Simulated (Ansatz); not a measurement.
Level of theory: DFT PBE, scalar-relativistic, plane waves, PAW in Ansatz. All cells share a 420 eV cutoff and Γ-centred k meshes spaced about 0.3 Å⁻¹ or finer (0.25 for metals, 2π included). No spin polarisation.

All energies are static (0 K, no zero-point motion).

Two relaxed structures of SiBi2Te5:

A. Space group P3m1 (No. 156), trigonal, a = 4.194 Å, c = 16.369 Å. Si has 6 Te at 2.87–2.92 Å; around Bi on its first site lie 3 Te at 3.10 Å and 3 Te at 3.30 Å; Bi on its second site has 3 Te at 3.10 Å and 3 Te at 3.41 Å; Te on its first site is surrounded by 3 Si at 2.87 Å and 3 Bi at 3.41 Å; Te on its second site has 3 Si at 2.92 Å and 3 Bi at 3.30 Å; 3 more sites not described.

B. Space group I4mm (No. 107), tetragonal, a = 8.021 Å, c = 8.470 Å. Si has 5 Te at 2.63–2.73 Å; Bi is surrounded by 4 Te at 3.15 Å; Te on a site of symmetry m has 1 Si at 2.73 Å, 2 Bi at 3.15 Å and 1 Te at 3.17 Å; Te on a site of symmetry 4mm has 1 Si at 2.63 Å and 4 Te at 3.17 Å.

**Question.** Which form is favoured at zero pressure, and by what margin per atom?

**Answer.** A is lower, by 34 meV/atom. A has space group P3m1 (No. 156), 31.2 Å³/atom and no gap on its mesh; B has space group I4mm (No. 107), 34.1 Å³/atom and no gap. Counting Te atoms around Bi and Si (those within 1.25 times the shortest such distance or 1.15 times the sum of covalent radii, 1.27 where that leaves under three; a plus sign parts nearer from farther groups; a slash parts the counts of unlike sites), A has Si 6, Bi 3+3/6 and B has Si 5, Bi 4. The denser one is the lower, and pressure would at first widen the difference. Even the lower one lies +0.04 eV/atom against the reference forms of the elements (uncorrected), so neither is stable at this level. Both come from trial cells of a structure search, whose lowest cell (P-3m1, 32.8 Å³/atom) lies 90 meV/atom below the lower of the two.

Spin–orbit coupling, which can matter for Bi and Te, is left out. Cells relaxed within their symmetry can be saddle points. Some candidate types were left out of the draw beforehand, so a known form may be missing.
